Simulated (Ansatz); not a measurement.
Rh (fcc (Cu type), Fm-3m) under volume change, LDA (plane waves, PAW; program Ansatz), scaled uniformly.

| V (Å³/atom) | E − E(relaxed) (meV/atom) | P (GPa) |
|---|---|---|
| 12.037 | 128.5 | 38.00 |
| 12.434 | 53.5 | 22.99 |
| 12.830 | 12.5 | 10.46 |
| 13.227 | 0.0 | 0.00 |
| 13.624 | 11.1 | -8.72 |
| 14.021 | 41.9 | -15.96 |
| 14.418 | 89.2 | -21.98 |

Question: What does a third-order Birch–Murnaghan fit give for V₀, B₀ and B′?

Answer: V₀ = 13.23 Å³/atom, B₀ = 317 GPa, B′ = 5.1.

The LDA relaxation kept the symmetry of its start. No spin polarisation was allowed.

Potentials: the earlier of the program's two PAW sets. The files were generated under PBE; for other functionals the program regenerates the frozen cores, and for LDA and PBEsol the local potential too.
